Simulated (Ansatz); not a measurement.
Data:

TiBe₂:
```
CELL_PARAMETERS angstrom
      0.00000     3.18996     3.18996
      3.18996     0.00000     3.18996
      3.18996     3.18996     0.00000
ATOMIC_POSITIONS crystal
  Ti 0.75000 0.75000 0.75000
  Ti 0.50000 0.50000 0.50000
  Be 0.12500 0.62500 0.12500
  Be 0.12500 0.12500 0.12500
  Be 0.62500 0.12500 0.12500
  Be 0.12500 0.12500 0.62500
```
The run is spin-polarised; directions of the spins, atom by atom: ↑ ↑ 0 0 0 0.

This is the PBEsol-relaxed structure.

All from DFT-PBEsol in the program Ansatz with PAW potentials, unless another level is named. Predict the Hill bulk and shear moduli.

129 and 105 GPa.

What about the elastic constants (relaxed ions, GPa)?

C11 = 254, C12 = 65.9, C44 = 114.

Space group Fd-3m (cubic Laves (MgCu2 type)). The first step of the workflow began from a Materials Project structure, measured or hypothetical; the Crystallography Open Database copy checked does not list it. Whether it is the stable phase at ambient conditions was not checked. Symmetry was held in the PBEsol relaxation; its stability against distortions is not shown here. Magnetic state: ferromagnetic, chosen from 4 collinear starts compared on coarse meshes (ties went to the first, and starts can fall back to one state), not a proven ground state. As this level gives no gap, shear constants depend on the k-mesh and smearing (Fermi–Dirac, 0.1 eV here).

Potentials: the later of the program's two PAW sets.
